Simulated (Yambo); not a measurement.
A G0W0@LDA run in Yambo for CaCd2P2 (space group P-3m1, No. 164) (3×3×2 Γ-centred k mesh, bands 10 to 217 and a 8 Ry block in the screening, 217 bands in G with the Bruneval-Gonze terminator, plasmon pole fitted at 27.2 eV) gives these matrix elements, in eV, at the band edges (Γ → Γ):

```csv
state,E0,<Vxc>,<Σx>,<Σc(E0)>,Z
valence edge,0.000,-13.198,-15.084,1.160,0.778
conduction edge,0.657,-11.034,-6.718,-4.055,0.792
```

**Question.** Solve the linearised quasiparticle equation for both states, give the gap, and say how exchange and correlation each act on it.

**Answer.** E = E0 + Z(Σx + Σc − Vxc). Valence: 0.000 + 0.778 × (-15.084 + (1.160) − (-13.198)) = -0.57 eV. Conduction: 0.657 + 0.792 × (-6.718 + (-4.055) − (-11.034)) = 0.86 eV. The gap is 1.43 eV, against 0.66 eV in LDA. Replacing Vxc by bare exchange alone would open it by 6.20 eV; correlation takes back 5.22 eV of that, and Z scales what is left. Nearest settings tried, and what they do to the gap: 170 bands in W, 170 bands in G: +1 meV; 6 Ry block (209 vectors against 313): -12 meV; 3×3×1 mesh: -85 meV. So the settings aren't converged at that level. The k mesh is coarse. Spin-orbit splittings are left out.

Geometry of the Materials Project entry, not relaxed at this level; primitive cell a = b = 4.2923 Å, c = 7.0555 Å, α = β = 90.00°, γ = 120.00°.
